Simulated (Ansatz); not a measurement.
The relaxed structure here is a generated cell of Be: the first start was made by placing the elements on the sites of a structure type, and the end was not matched to a known phase here, so it may be hypothetical. Known forms of Be include space group No. 194.

One starting cell of Be (a generated cell, Be placed in the AFLOW prototype A_tI4_139_e (as in Si)) was relaxed twice with Ansatz (plane waves, PAW, scalar-relativistic): with PBEsol at 420 eV and with PBE at 420 eV. The PBEsol result:

Be is modelled in the tetragonal space group I4/mmm (No. 139), Pearson symbol tI4. Conventional cell: a = 2.217 Å, b = 2.217 Å, c = 7.418 Å, α = 90.00°, β = 90.00°, γ = 90.00°. Be on 4e is coordinated by 9 Be at 2.170–2.217 Å. (Neighbours: up to the widest gap in distance over summed covalent radii, below 1.35, at either atom.)
(The calculation used a cell of 2 atoms; values per cell refer to that cell.)

| quantity | PBEsol | PBE |
|---|---|---|
| space group | I4/mmm | I4/mmm |
| volume (Å³/atom) | 9.12 | 9.21 |
| a (Å) | 2.217 | 2.227 |
| c (Å) | 7.418 | 7.432 |
| gap (eV, no spin-orbit coupling) | 0.00 | 0.00 |

Both levels end in the same structure; PBE's volume is 1.1 % larger. Neither column is exact.

No spin polarisation in the result.

The run could not lose the symmetry of its start: the end is stationary, and may be a saddle point rather than a minimum.

Ansatz is an electronic-structure program.
